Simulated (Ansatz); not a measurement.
Si in space group P6_422 (No. 181; Si on 3c) at seven volumes, r²SCAN (plane waves, PAW; program Ansatz), shape and atoms relaxed at each. One row is withheld.

| V (Å³/atom) | P (GPa) |
|---|---|
| 16.384 | 11.93 |
| 16.924 | 7.31 |
| 17.465 | ? |
| 18.005 | -0.01 |
| 18.545 | -2.88 |
| 19.085 | -5.33 |
| 19.625 | -7.41 |

**Question.** Fit the shown pressures and predict the withheld one.

**Answer.** P = (3/2)B₀(x^(7/2) − x^(5/2))[1 + (3/4)(B′ − 4)(x − 1)] with x = (V₀/V)^(2/3). Least squares on the six rows gives V₀ = 18.003 Å³/atom, B₀ = 103 GPa, B′ = 4.29. At V = 17.465, x = 1.0204 and P = 3.34 GPa. The run itself gave 3.37 GPa.

The start of the workflow was typed in or built on a structure type; neither database checked (COD, Materials Project) lists it. It is not the phase usual at ambient conditions (space group No. 227). Symmetry was held in the r²SCAN relaxation; its stability against distortions is not shown here.

Potentials: the later of the program's two PAW sets.
